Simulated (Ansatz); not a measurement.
Relaxed-ion elastic tensor of ZnS in space group R3m (No. 160; Pearson symbol hR6) in GPa (Voigt order), r²SCAN in the plane-wave PAW code Ansatz; density 4.13 g/cm³, 19.58 Å³ per atom.

|  | 1 | 2 | 3 | 4 | 5 | 6 |
|---|---|---|---|---|---|---|
| 1 | 129 | 58.8 | 44.9 | 4.3 | 0.0 | 0.0 |
| 2 | 58.8 | 129 | 44.9 | -4.3 | 0.0 | 0.0 |
| 3 | 44.9 | 44.9 | 150 | 0.0 | 0.0 | 0.0 |
| 4 | 4.3 | -4.3 | 0.0 | 30.1 | 0.0 | 0.0 |
| 5 | 0.0 | 0.0 | 0.0 | 0.0 | 30.1 | 4.3 |
| 6 | 0.0 | 0.0 | 0.0 | 0.0 | 4.3 | 35.2 |

### Question
Is the crystal mechanically stable?

### Answer
Yes: the smallest eigenvalue of C is 27.6 GPa.

### Question
Work out the Voigt, Reuss and Hill averages.

### Answer
K_V = 78.4, K_R = 78.3, K_H = 78.4; G_V = 36.4, G_R = 34.5, G_H = 35.4 GPa.

### Question
Give Young's modulus, Poisson's ratio, Pugh's ratio and the universal anisotropy index.

### Answer
E = 9KG/(3K + G) = 92.3 GPa; ν = 0.30; K/G = 2.21 (ductile by the Pugh limit of 1.75); A_U = 5G_V/G_R + K_V/K_R − 6 = 0.27.

### Question
Estimate the sound speeds and the Debye temperature.

### Answer
v_l = √((K + 4G/3)/ρ) = 5510 m/s, v_t = √(G/ρ) = 2930 m/s, mean 3270 m/s; Θ = (h/k)(3n/4πV)^(1/3) v_m = 361 K.

### Question
Solve the Christoffel equation for the three sound speeds along x, y, z.

### Answer
Eigenvalues of C_ijkl n_j n_l equal ρv² (piezoelectric stiffening left out). In km/s, slowest first: x 2.59, 3.02, 5.59; y 2.69, 2.92, 5.60; z 2.70, 2.70, 6.02.

### Question
How much does each axis shrink under pressure?

### Answer
Linear compressibilities β_i = Σ_j S_ij (j = 1 to 3): x 4.3, y 4.3, z 4.1 per TPa.

The workflow started from a Materials Project entry (that database holds measured and hypothetical structures alike); the Crystallography Open Database files this formula in space group No. 160, but the cells were not matched. It is not the phase usual at ambient conditions (space group No. 186, 216). Symmetry was held in the r²SCAN relaxation; whether a distortion lowers the energy is not shown.

Potentials: the later of the program's two PAW sets.
